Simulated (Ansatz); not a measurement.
Data:

InPd:
```yaml
crystal:
  lattice:
    - [3.30538, 0.00000, 0.00000]
    - [0.00000, 3.30538, 0.00000]
    - [0.00000, 0.00000, 3.30538]
  atoms:
    - { symbol: In, position: [0.00000, 0.00000, 0.00000] }
    - { symbol: Pd, position: [0.50000, 0.50000, 0.50000] }
```

This is the PBE-relaxed structure.

**Question.** All from plane-wave PAW PBE (Ansatz code), unless another level is named. Estimate the bulk modulus (Birch–Murnaghan fit).

**Answer.** 110 GPa.

**Question.** Give the elastic constants (relaxed ions, GPa).

**Answer.** C11 = 130, C12 = 101, C44 = 43.3.

Space group Pm-3m (CsCl type). The cell was relaxed with PBE under the symmetry of its start; of distortions, only those at the zone centre were tested. The run is not spin-polarised. As this level gives no gap, shear constants depend on the k-mesh and smearing (Fermi–Dirac, 0.1 eV here).

Potentials: the later of the program's two PAW sets.
